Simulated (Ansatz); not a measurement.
Relaxed-ion elastic tensor of YGa2 in space group P6/mmm (No. 191; Ga on 2d, Y on 1a) in GPa (Voigt order), the program Ansatz at the PBEsol level (PAW); density 6.25 g/cm³, 20.21 Å³ per atom.

|  | 1 | 2 | 3 | 4 | 5 | 6 |
|---|---|---|---|---|---|---|
| 1 | 193 | 55.6 | 43.0 | 0.0 | 0.0 | 0.0 |
| 2 | 55.6 | 193 | 43.0 | 0.0 | 0.0 | 0.0 |
| 3 | 43.0 | 43.0 | 102 | 0.0 | 0.0 | 0.0 |
| 4 | 0.0 | 0.0 | 0.0 | 62.7 | 0.0 | 0.0 |
| 5 | 0.0 | 0.0 | 0.0 | 0.0 | 62.7 | 0.0 |
| 6 | 0.0 | 0.0 | 0.0 | 0.0 | 0.0 | 68.5 |

Problem. Is the crystal mechanically stable?

Solution. Yes: the smallest eigenvalue of C is 62.7 GPa.

Problem. Work out the Voigt, Reuss and Hill averages.

Solution. K_V = 85.7, K_R = 77.3, K_H = 81.5; G_V = 61.9, G_R = 59.0, G_H = 60.4 GPa.

Problem. Give Young's modulus, Poisson's ratio, Pugh's ratio and the universal anisotropy index.

Solution. E = 9KG/(3K + G) = 145 GPa; ν = 0.20; K/G = 1.35 (brittle by the Pugh limit of 1.75); A_U = 5G_V/G_R + K_V/K_R − 6 = 0.35.

Problem. Estimate the sound speeds and the Debye temperature.

Solution. v_l = √((K + 4G/3)/ρ) = 5090 m/s, v_t = √(G/ρ) = 3110 m/s, mean 3430 m/s; Θ = (h/k)(3n/4πV)^(1/3) v_m = 375 K.

Problem. Solve the Christoffel equation for the three sound speeds along x, y, z.

Solution. Eigenvalues of C_ijkl n_j n_l equal ρv². In km/s, slowest first: x 3.17, 3.31, 5.55; y 3.17, 3.31, 5.55; z 3.17, 3.17, 4.05.

Problem. How much does each axis shrink under pressure?

Solution. Linear compressibilities β_i = Σ_j S_ij (j = 1 to 3): x 2.7, y 2.7, z 7.5 per TPa.

The workflow started from an entry of the Crystallography Open Database (COD). Its standing as an ambient phase is unchecked. The PBEsol relaxation kept the symmetry of its start; its stability against distortions is not shown here. The run is not spin-polarised. As this level gives no gap, shear constants depend on the k-mesh and smearing (Fermi–Dirac, 0.1 eV here). On the denser mesh and wider smearing of the elastic run this cell carries a stress of 0.4 GPa.

Potentials: the later of the program's two PAW sets.
